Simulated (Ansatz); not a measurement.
Given:

GeSe:
```
CELL_PARAMETERS angstrom
      0.00000     2.75771     2.75771
      2.75771     0.00000     2.75771
      2.75771     2.75771     0.00000
ATOMIC_POSITIONS crystal
  Ge 0.00000 0.00000 0.00000
  Se 0.50000 0.50000 0.50000
```

This is the LDA-relaxed structure.

**Question.** All from DFT-LDA in the program Ansatz with PAW potentials, unless another level is named. Give the electronic character.

**Answer.** no gap, with almost no states at the Fermi level (zero-gap or semimetallic).

**Question.** Next, the formation energy from the elements (no fitted shifts)?

**Answer.** -0.24 eV/atom.

Space group Fm-3m (rock salt). The first step of the workflow began from a Materials Project structure, measured or hypothetical; the Crystallography Open Database copy checked does not list it. It is not the phase usual at ambient conditions (space group No. 62). Symmetry was held in the LDA relaxation. At this level the phase is dynamically unstable (imaginary phonons). The references are the lowest solids computed at this level, not always the standard phases. Spin–orbit coupling is left out wherever it is not named.

Potentials: the later of the program's two PAW sets.
